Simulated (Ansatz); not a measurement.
**Zn₅Se₃S₂ (I-4m2) at 2 levels of theory**

One geometry, relaxed with PBE; plane waves with PAW potentials in Ansatz, scalar-relativistic. No spin polarisation. Gaps are the least over mesh and band path; pressure is positive in compression.

```cif
data_structure
_symmetry_space_group_name_H-M 'I-4m2'
_symmetry_Int_Tables_number 119
_cell_length_a 3.9728
_cell_length_b 3.9728
_cell_length_c 28.0637
_cell_angle_alpha 90.000
_cell_angle_beta 90.000
_cell_angle_gamma 90.000
_cell_volume 442.94
loop_
_atom_site_label
_atom_site_type_symbol
_atom_site_symmetry_multiplicity
_atom_site_Wyckoff_symbol
_atom_site_fract_x
_atom_site_fract_y
_atom_site_fract_z
_atom_site_occupancy
Zn1 Zn 4 e 0.50000 0.50000 0.19779 1
Zn2 Zn 4 e 0.00000 0.00000 0.09352 1
Zn3 Zn 2 b 0.50000 0.50000 0.00000 1
Se1 Se 4 f 0.50000 0.00000 0.14569 1
Se2 Se 2 c 0.00000 0.50000 0.25000 1
S1 S 4 f 0.00000 0.50000 0.04674 1
```

```tsv
level	cutoff (eV)	k mesh	gap (eV)	pressure (GPa)
PBE	420	10×10×10	1.39	0.0
```

What comes out on the same cell with r2SCAN?

```csv
level,cutoff (eV),k mesh,gap (eV),pressure (GPa)
r2SCAN,500,10×10×10,1.95,-2.2
```

It was reached by relaxing an invented guess, and it needn't be the stable form of this composition.
